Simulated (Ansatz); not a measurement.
**Field gradients of MgMnRe2H2O10 from run to run**

Cell of run 1: a Materials Project structure (computed, not necessarily an observed phase), atoms as given.

Space group C2/m (No. 12); a = 15.1419, b = 5.7546, c = 5.9935 Å, β = 108.99°.

```csv
site,Wyckoff,site symmetry,x,y,z
Mg,2d,2/m,0.5000,0.0000,0.5000
Mn,2b,2/m,0.5000,0.0000,0.0000
Re,4i,m,0.8573,0.0000,0.1806
H,4i,m,0.6582,0.0000,0.3776
O7,8j,1,0.4294,0.7523,0.2169
O11,4i,m,0.8012,0.0000,0.3897
O13,4i,m,0.7750,0.0000,0.9011
O15,4i,m,0.5904,0.0000,0.3279
```

One atom of each set is listed; the run and its k-mesh use a cell of 16 atoms with edges of 8.10, 8.10, 5.99 Å.

All runs are DFT with Ansatz 0.2.0 (plane waves and PAW, scalar-relativistic unless spin–orbit coupling is named, Γ-centred meshes, Fermi–Dirac smearing where given) in this cell. Start moments of run 1 as typed (μB): 5 on each Mn, none on the rest.

Run 1: PBE, with a start moment, atoms as given; 420 eV, 4×4×4 k-points, smearing 0.02 eV.
Run 2: r2SCAN, with a start moment, atoms as given; 500 eV, 4×4×4 k-points, smearing 0.02 eV.
Run 3: PBE+U, with a start moment, atoms as given; 420 eV, 4×4×4 k-points, smearing 0.02 eV (U = 3.9 eV on Mn d).

**Question.** What does each run give, and what moves the gradients most?

**Answer.** 

| run | Mn V_zz (η) | Re V_zz (η) | O7 V_zz (η) | O13 V_zz (η) | O15 V_zz (η) | absolute moment (μB) |
| --- | --- | --- | --- | --- | --- | --- |
| 1 | -13.43 (0.01) | -2.20 (0.98) | 4.69 (0.11) | -2.21 (0.77) | 12.03 (0.51) | 5.0 |
| 2 | -14.51 (0.03) | 2.65 (0.61) | 4.85 (0.08) | -2.41 (0.83) | 12.38 (0.48) | 5.1 |
| 3 | -14.16 (0.03) | -2.74 (0.73) | 4.65 (0.07) | -2.31 (0.63) | 12.26 (0.52) | 5.1 |

V_zz in 10²¹ V/m²; 5 of the 8 sets of like atoms are followed. Against run 1, the gradient tensors on these sites move by at most 1.09 in run 2 (Mn), 0.77 in run 3 (Mn). Taken one at a time, the functional (r2SCAN with its higher cutoff) moves the tensors on these sites by up to 1.09 (largest principal value of the change, on Mn), the Hubbard term by 0.77 (Mn). On some sites the largest principal value moves to another axis from run to run, and the sign of V_zz can flip with it.

Leaving out spin–orbit coupling shifts gradients on Re by a few per cent, and by more where contributions nearly cancel. The magnetic order is the one that the run reached from its start moments, not necessarily the measured one. For runs 1, 2, 3: All moments are parallel here, as the start or the cell imposes; many such compounds order antiparallel, where fields and spin densities carried over to other atoms largely cancel. In run 2 the program didn't check the stability of the electronic state in full, so a lower one may lie near. In runs 1, 2, 3 the atoms aren't at the calculated equilibrium (largest force 0.75, 1.6, 0.82 eV/Å). The cell isn't the equilibrium one in run 2 (calculated pressure -6 GPa), and the entry's cell may itself be off.
